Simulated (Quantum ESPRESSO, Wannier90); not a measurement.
Tight-binding from DFT: Ge2Mo (I4/mmm)

```
CELL_PARAMETERS angstrom
      0.00000    -3.32019     0.00000
      3.32019     0.00000     0.00000
     -1.66010     1.66010     4.09319
ATOMIC_POSITIONS crystal
  Ge 0.66167 0.66167 0.32334
  Ge 0.33833 0.33833 0.67666
  Mo 0.00000 0.00000 0.00000
```

Cell from Materials Project (mp-10201), symmetrised, no further relaxation. Not found in the COD (Crystallography Open Database) copy used, which has the formula in other groups; not checked further. Computed values, not measurements, from LDA: Quantum ESPRESSO (norm-conserving PseudoDojo potentials, cutoff 64 Ry, no spin polarisation, no spin-orbit coupling) on a Γ-centred 10×10×10 mesh, then Wannier90. Density: 10×10×10 mesh, cold smearing 0.01 Ry. Spin-orbit coupling, left out, would split the p-like bands by a few tenths of an eV.

Base run: 17 functions from bands 15-41 of the 41 computed, start hydrogen-like Ge: s;p; Mo: s;p;d, frozen window up to 1.50 eV relative to the Fermi level, outer window open. Rows change the key named; with other orbitals the number of functions and the frozen window follow, as listed; window edges are relative to the Fermi level. The misfit compares interpolated bands with pw.x on a high-symmetry path, for states up to 1.0 eV relative to the Fermi level. Converged means that the tolerances were met: symmetric starts can stop on a saddle, which shows as a larger Ω_OD at equal Ω_I and can move the misfit too.

```json
[
 {"setting": "base", "functions": "17", "frozen to (eV)": "1.50", "Ω_I (Å²)": "20.40", "Ω_D (Å²)": "0.00", "Ω_OD (Å²)": "5.01", "rms misfit (meV)": "1.1", "worst (meV)": "5.4", "ended": "converged"},
 {"setting": "only the lowest 22 of the kept bands", "functions": "17", "frozen to (eV)": "1.50", "Ω_I (Å²)": "27.64", "Ω_D (Å²)": "0.03", "Ω_OD (Å²)": "6.77", "rms misfit (meV)": "1.8", "worst (meV)": "10.0", "ended": "converged"},
 {"setting": "only the lowest 24 of the kept bands", "functions": "17", "frozen to (eV)": "1.50", "Ω_I (Å²)": "23.92", "Ω_D (Å²)": "0.02", "Ω_OD (Å²)": "5.79", "rms misfit (meV)": "1.5", "worst (meV)": "12", "ended": "converged"},
 {"setting": "dis_mix_ratio = 0.2", "functions": "17", "frozen to (eV)": "1.50", "Ω_I (Å²)": "20.41", "Ω_D (Å²)": "0.00", "Ω_OD (Å²)": "5.01", "rms misfit (meV)": "1.2", "worst (meV)": "5.4", "ended": "converged"}
]
```

Runs of this sweep that didn't settle are not listed.
